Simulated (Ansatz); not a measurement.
Pt (simple cubic, Pm-3m) at seven volumes, the program Ansatz at the PBE level (PAW), scaled uniformly. One row is withheld.

| V (Å³/atom) | P (GPa) |
|---|---|
| 16.436 | 22.76 |
| 16.978 | 13.67 |
| 17.519 | 6.15 |
| 18.061 | 0.00 |
| 18.603 | ? |
| 19.145 | -9.10 |
| 19.687 | -12.56 |

Q: Fit the shown pressures and predict the withheld one.

A: P = (3/2)B₀(x^(7/2) − x^(5/2))[1 + (3/4)(B′ − 4)(x − 1)] with x = (V₀/V)^(2/3). Least squares on the six rows gives V₀ = 18.063 Å³/atom, B₀ = 185 GPa, B′ = 5.60. At V = 18.603, x = 0.9806 and P = -5.02 GPa. The run itself gave -4.98 GPa.

A made-up cell: these elements were put on the sites of a structure type; neither database checked (COD, Materials Project) lists it. It is not the phase usual at ambient conditions (space group No. 225). Symmetry was held in the PBE relaxation; its stability against distortions is not shown here. No spin polarisation was allowed. Scalar-relativistic: spin–orbit coupling is off unless named, which matters more the heavier the elements.

Potentials: the later of the program's two PAW sets.
